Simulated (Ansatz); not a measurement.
Mg3Sb2:
```cif
data_Mg3Sb2
_chemical_formula_sum 'Sb2 Mg3'
_space_group_name_H-M_alt 'P-3m1'
_space_group_IT_number 164
_space_group_name_Hall '-P 3 2"'
_cell_length_a 4.56806
_cell_length_b 4.56806
_cell_length_c 7.24331
_cell_angle_alpha 90.000
_cell_angle_beta 90.000
_cell_angle_gamma 120.000
loop_
_atom_site_label
_atom_site_type_symbol
_atom_site_symmetry_multiplicity
_atom_site_Wyckoff_symbol
_atom_site_fract_x
_atom_site_fract_y
_atom_site_fract_z
_atom_site_occupancy
Sb1 Sb 2 d 0.33333 0.66667 0.22872 1
Mg1 Mg 1 a 0.00000 0.00000 0.00000 1
Mg2 Mg 2 d 0.66667 0.33333 0.36635 1
```

Relaxed at zero pressure with plane-wave PAW r²SCAN (Ansatz code).

The volume is raised by 9 % and shape and atoms relax at that volume. What pressure results, and how do the axes share the change?

-3.3 GPa; a 2.7 %, b 2.7 %, c 3.3 %; the energy rises by 26 meV/atom.

Give the new structure.


Space group P-3m1 (No. 164); a = 4.692 Å, b = 4.692 Å, c = 7.484 Å, α = 90.00°, β = 90.00°, γ = 120.00°

| atom | site | symmetry | x | y | z |
|---|---|---|---|---|---|
| Sb | 2d | 3m. | 0.3333 | 0.6667 | 0.2336 |
| Mg | 1a | -3m. | 0.0000 | 0.0000 | 0.0000 |
| Mg | 2d | 3m. | 0.6667 | 0.3333 | 0.3660 |

The phase is kept; no other phase was compared at this pressure.

The r²SCAN relaxation kept the symmetry of its start. Spin–orbit coupling is left out wherever it is not named.

Potentials: the later of the program's two PAW sets.
